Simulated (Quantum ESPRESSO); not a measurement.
Parts of the isotropic shielding in KBr, by PBE GIPAW (a modified build of Quantum ESPRESSO, JTH PAW datasets), 20 Ha, k-mesh 4×4×4 shifted:

```yaml
crystal:
  lattice:
    - [0.00000, 3.29454, 3.29454]
    - [3.29454, 0.00000, 3.29454]
    - [3.29454, 3.29454, 0.00000]
  atoms:
    - { symbol: K, position: [0.00000, 0.00000, 0.00000] }
    - { symbol: Br, position: [0.50000, 0.50000, 0.50000] }
```
Geometry: a computed entry of the Materials Project; it was not checked against measured cells. It is KBr in Fm-3m. Stability against distortions was not tested.

The core term is that of the free atom's frozen core; the paramagnetic column sums the reconstruction terms. These are absolute shieldings with no macroscopic susceptibility term; δ = σ_ref − σ needs a reference computed alike. By our sweeps, such settings leave a few ppm in absolute σ on light atoms and up to some 20 ppm from Zn on. No spin–orbit coupling; Br is the heaviest element present. No d partial waves on Br: the paramagnetic term there is incompletely reconstructed.

| site | core | bare (smooth current) | diamagnetic correction | paramagnetic corrections | σ_iso (ppm) |
|---|---|---|---|---|---|
| K (atom 1) | 1193.4 | 88.5 | 22.2 | … | … |
| Br (atom 2) | 3103.4 | 73.9 | -8.0 | … | … |

**Question.** Complete the blanks.

**Answer.** 
- K (atom 1), paramagnetic corrections: -162.3
- K (atom 1), σ_iso (ppm): 1141.8
- Br (atom 2), paramagnetic corrections: -524.9
- Br (atom 2), σ_iso (ppm): 2644.4
